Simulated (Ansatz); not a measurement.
Method: DFT PBE, scalar-relativistic, plane waves, PAW in Ansatz. All cells share a 420 eV cutoff and Γ-centred k meshes spaced at most about 0.3 Å⁻¹ (about 0.25 or finer for metals, 2π included). No spin polarisation in the final relaxations.

Temperature and zero-point effects are left out.

Two relaxed structures of Cd₂SnO₃:

A.

```xyz
6
Lattice="3.7867 0.0000 0.0000 -1.8933 3.2794 0.0000 0.0000 0.0000 8.0720" Properties=species:S:1:pos:R:3 pbc="T T T"
Cd    1.8933    1.0931    2.6460
Cd    1.8933    1.0931    5.4260
Sn    0.0000    0.0000    0.0000
O     0.0000    0.0000    4.0360
O     0.0000    2.1863    0.0000
O     0.0000    2.1863    4.0360
```

B.

```xyz
6
Lattice="2.8576 -5.4217 0.0000 2.8576 5.4217 0.0000 0.0000 0.0000 3.3811" Properties=species:S:1:pos:R:3 pbc="T T T"
Cd    1.4288    2.7109    1.6905
Cd    1.4288   -2.7109    1.6905
Sn    2.8576    0.0000    0.0000
O     2.8576    2.2376    0.0000
O     2.8576   -2.2376    0.0000
O     0.0000    0.0000    1.6905
```

Question: Which would you expect to be lower, and how large is the difference?

Answer: B is lower, by 0.41 eV/atom. A has space group P-6m2 (No. 187), 16.7 Å³/atom and no gap on its mesh; B has space group Cmmm (No. 65), 17.5 Å³/atom and no gap. Counting O atoms around Cd and Sn (those within 1.25 times the shortest such distance or 1.15 times the sum of covalent radii; the shortest distance is added where it is long for a bond), A has Cd 6 from 2.6 Å, Sn 3 and B has Cd 4, Sn 2. The lower one is the more open, so pressure narrows the difference. Both come from invented guesses. A third cell relaxed alike, in P4mm, lies 0.63 eV/atom below the lower of the two.

Cells relaxed within their symmetry can be saddle points.
